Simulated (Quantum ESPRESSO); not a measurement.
# Ga7InP8: input and log of a self-consistent run

Computed values, not a measurement. The program is pw.x of Quantum ESPRESSO 7.5 (plane-wave density functional theory). The cell is made up: 16 atoms on a doubled zincblende/diamond lattice, with randomly drawn elements, strain and displacements, not relaxed. PseudoDojo standard norm-conserving files (v0.5 for PBE, v0.4.1 for LDA and PBEsol) set the functional; there is no spin polarisation, spin-orbit coupling or dispersion term, and the masses in the input are unused placeholders.

Input:

```
&control calculation='scf', pseudo_dir='./dojo.nc.sr.pbe.v0_5.standard.upf', outdir='./o', disk_io='medium', tprnfor=.true., tstress=.true. /
&system ibrav=0, nat=16, ntyp=3, nbnd=78, ecutwfc=79.96652505, nosym=.true., tot_charge=0,
 occupations='smearing', smearing='fd', degauss=0.0018374661
/
&electrons conv_thr=7.350e-09, electron_maxstep=60, /
ATOMIC_SPECIES
Ga 1.0 Ga.upf
In 1.0 In.upf
P 1.0 P.upf
CELL_PARAMETERS angstrom
5.6327 0.0461 -0.0003
0.0461 5.5208 0.0074
-0.0005 0.0149 11.1394
ATOMIC_POSITIONS angstrom
Ga 0.0457 0.05 -0.0013
Ga -0.0105 2.7717 2.7078
Ga 2.7688 0.0329 2.7632
Ga 2.7646 2.7712 0.051
In 0.0704 -0.1027 5.5356
Ga 0.0855 2.8213 8.3369
Ga 2.7649 0.013 8.3754
Ga 2.7975 2.7248 5.5819
P 1.405 1.3685 1.2696
P 1.455 4.0996 4.2451
P 4.2346 1.5731 4.2369
P 4.2965 4.1792 1.2735
P 1.4426 1.4538 6.9036
P 1.5449 4.028 9.691
P 4.1816 1.4189 9.6887
P 4.1565 4.298 6.9298
K_POINTS automatic
4 4 2 1 1 1
```

The log is shortened where brackets say so; the opening notice, blank lines, dates and the lines on written files are dropped, and the path of the files is cut. It prints rydbergs, bohrs and kilobars, and counts compression as positive stress.

```
     Program PWSCF v.7.5
     Parallel version (MPI & OpenMP), running on       1 processor cores
     Number of MPI processes:                 1
     Threads/MPI process:                     1
     [start-up lines left out]
     bravais-lattice index     =            0
     lattice parameter (alat)  =      10.6446  a.u.
     unit-cell volume          =    2337.4728 (a.u.)^3
     number of atoms/cell      =           16
     number of atomic types    =            3
     number of electrons       =       144.00
     number of Kohn-Sham states=           78
     kinetic-energy cutoff     =      79.9665  Ry
     charge density cutoff     =     319.8661  Ry
     scf convergence threshold =      7.3E-09
     mixing beta               =       0.7000
     number of iterations used =            8  plain     mixing
     Exchange-correlation= PBE
                           (   1   4   3   4   0   0   0)
     [axes and pseudopotential details left out]
   Cartesian axes
     site n.     atom                  positions (alat units)
         1        Ga     tau(   1) = (   0.0081131   0.0088764  -0.0002308  )
         2        Ga     tau(   2) = (  -0.0018641   0.4920566   0.4807125  )
         3        Ga     tau(   3) = (   0.4915418   0.0058407   0.4905476  )
         4        Ga     tau(   4) = (   0.4907961   0.4919678   0.0090540  )
         5        In     tau(   5) = (   0.0124980  -0.0182322   0.9827285  )
         6        Ga     tau(   6) = (   0.0151787   0.5008620   1.4800399  )
         7        Ga     tau(   7) = (   0.4908494   0.0023079   1.4868748  )
         8        Ga     tau(   8) = (   0.4966368   0.4837305   0.9909480  )
         9        P      tau(   9) = (   0.2494280   0.2429482   0.2253906  )
        10        P      tau(  10) = (   0.2583044   0.7277971   0.7536275  )
        11        P      tau(  11) = (   0.7517635   0.2792706   0.7521718  )
        12        P      tau(  12) = (   0.7627525   0.7419284   0.2260829  )
        13        P      tau(  13) = (   0.2561031   0.2580914   1.2255879  )
        14        P      tau(  14) = (   0.2742643   0.7150860   1.7204317  )
        15        P      tau(  15) = (   0.7423545   0.2518956   1.7200233  )
        16        P      tau(  16) = (   0.7378985   0.7630188   1.2302391  )
     number of k points=    16  Fermi-Dirac smearing, width (Ry)=  0.0018
                       cart. coord. in units 2pi/alat
        k(    1) = (   0.1239770   0.1263334   0.1262547), wk =   0.1250000
        k(    2) = (   0.1239607   0.1266724  -0.1265820), wk =   0.1250000
     [further k points left out]
     Dense  grid:   225795 G-vectors     FFT dimensions: (  64,  60, 120)
     Estimated max dynamical RAM per process >     437.09 MB
     Initial potential from superposition of free atoms
     starting charge     143.9763, renormalised to     144.0000
     Starting wfcs are  104 randomized atomic wfcs
     total cpu time spent up to now is       34.2 secs
     per-process dynamical memory:   258.7 Mb
     Self-consistent Calculation
     iteration #  1     ecut=    79.97 Ry     beta= 0.70
     Davidson diagonalization with overlap
     ethr =  1.00E-02,  avg # of iterations =  3.3
     Threshold (ethr) on eigenvalues was too large:
     Diagonalizing with lowered threshold
     Davidson diagonalization with overlap
     ethr =  4.35E-04,  avg # of iterations =  2.0
     total cpu time spent up to now is      194.0 secs
     total energy              =   -1314.48127202 Ry
     estimated scf accuracy    <       0.64091781 Ry
     iteration #  2     ecut=    79.97 Ry     beta= 0.70
     Davidson diagonalization with overlap
     ethr =  4.45E-04,  avg # of iterations =  5.8
     total cpu time spent up to now is      292.4 secs
     total energy              =   -1314.56632984 Ry
     estimated scf accuracy    <       0.35457342 Ry
     iteration #  3     ecut=    79.97 Ry     beta= 0.70
     Davidson diagonalization with overlap
     ethr =  2.46E-04,  avg # of iterations =  8.8
     total cpu time spent up to now is      427.0 secs
     total energy              =   -1314.60843090 Ry
     estimated scf accuracy    <       0.42213698 Ry
     iteration #  4     ecut=    79.97 Ry     beta= 0.70
     Davidson diagonalization with overlap
     ethr =  2.46E-04,  avg # of iterations =  7.3
     total cpu time spent up to now is      535.7 secs
     total energy              =   -1314.67581320 Ry
     estimated scf accuracy    <       0.00624341 Ry
     iteration #  5     ecut=    79.97 Ry     beta= 0.70
     Davidson diagonalization with overlap
     ethr =  4.34E-06,  avg # of iterations = 14.2
     total cpu time spent up to now is      689.4 secs
     total energy              =   -1314.67692891 Ry
     estimated scf accuracy    <       0.01056788 Ry
     [iterations 6 to 8 left out]
     iteration #  9     ecut=    79.97 Ry     beta= 0.70
     Davidson diagonalization with overlap
     ethr =  1.49E-08,  avg # of iterations =  3.9
     total cpu time spent up to now is     1087.0 secs
     total energy              =   -1314.67845885 Ry
     estimated scf accuracy    <       0.00001150 Ry
     iteration # 10     ecut=    79.97 Ry     beta= 0.70
     Davidson diagonalization with overlap
     ethr =  7.98E-09,  avg # of iterations =  2.6
     total cpu time spent up to now is     1167.2 secs
     total energy              =   -1314.67846010 Ry
     estimated scf accuracy    <       0.00000060 Ry
     iteration # 11     ecut=    79.97 Ry     beta= 0.70
     Davidson diagonalization with overlap
     ethr =  4.15E-10,  avg # of iterations =  5.0
     total cpu time spent up to now is     1266.0 secs
     total energy              =   -1314.67846033 Ry
     estimated scf accuracy    <       0.00000042 Ry
     iteration # 12     ecut=    79.97 Ry     beta= 0.70
     Davidson diagonalization with overlap
     ethr =  2.94E-10,  avg # of iterations =  2.0
     total cpu time spent up to now is     1349.6 secs
     total energy              =   -1314.67846038 Ry
     estimated scf accuracy    <       0.00000001 Ry
     iteration # 13     ecut=    79.97 Ry     beta= 0.70
     Davidson diagonalization with overlap
     ethr =  1.03E-11,  avg # of iterations =  5.0
     total cpu time spent up to now is     1478.1 secs
     End of self-consistent calculation
     [lines on levels left out]
!    total energy              =   -1314.67846038 Ry
     estimated scf accuracy    <          6.1E-09 Ry
     smearing contrib. (-TS)   =      -0.00000000 Ry
     internal energy E=F+TS    =   -1314.67846038 Ry
     The total energy is F=E-TS. E is the sum of the following terms:
     one-electron contribution =    -604.19215052 Ry
     hartree contribution      =     409.21663270 Ry
     xc contribution           =    -366.12347054 Ry
     ewald contribution        =    -753.57947202 Ry
     convergence has been achieved in  13 iterations
     Forces acting on atoms (cartesian axes, Ry/au):
     atom    1 type  1   force =    -0.02360989   -0.02962645   -0.05790927
     atom    2 type  1   force =     0.00571088    0.00273663    0.01382947
     atom    3 type  1   force =     0.02513861    0.00098668    0.01253305
     atom    4 type  1   force =     0.05157381   -0.00790129   -0.02386638
     atom    5 type  2   force =    -0.05313140    0.07444485    0.02812625
     atom    6 type  1   force =    -0.04542347   -0.01104343   -0.01667683
     atom    7 type  1   force =     0.00664074    0.01964818   -0.00731817
     atom    8 type  1   force =     0.02419386    0.03837535    0.01529735
     atom    9 type  3   force =    -0.00072550    0.00766275    0.05997049
     atom   10 type  3   force =     0.05586229   -0.05371257   -0.11347899
     atom   11 type  3   force =    -0.00383147   -0.03790707   -0.06250042
     atom   12 type  3   force =    -0.01929473    0.01046904    0.02933484
     atom   13 type  3   force =    -0.00123831   -0.01045674    0.05241281
     atom   14 type  3   force =    -0.03878906    0.05551293    0.01880508
     atom   15 type  3   force =     0.02420567    0.00843896    0.01766628
     atom   16 type  3   force =    -0.00728202   -0.06762784    0.03377445
     Total force =     0.259366     Total SCF correction =     0.000394
     Computing stress (Cartesian axis) and pressure
          total   stress  (Ry/bohr**3)                   (kbar)     P=        8.54
   0.00002434  -0.00005291  -0.00008473            3.58       -7.78      -12.46
  -0.00005291   0.00009655   0.00001280           -7.78       14.20        1.88
  -0.00008473   0.00001280   0.00005324          -12.46        1.88        7.83
     init_run     :     30.77s CPU     34.01s WALL (       1 calls)
     electrons    :   1403.44s CPU   1444.02s WALL (       1 calls)
     forces       :     15.33s CPU     15.57s WALL (       1 calls)
     stress       :     50.95s CPU     53.02s WALL (       1 calls)
     [timing details left out]
     PWSCF        :  25m 0.82s CPU  25m49.34s WALL
     JOB DONE.
```

In other units: free energy -17887.112 eV for the cell, pressure 0.85 GPa, largest force component 2.918 eV/Å. A rerun of this cell at a cutoff of 1377 eV and k mesh 6 x 6 x 4 moved values by no more than 0.021 eV in energy, 0.03 GPa in stress and 0.003 eV/Å in force.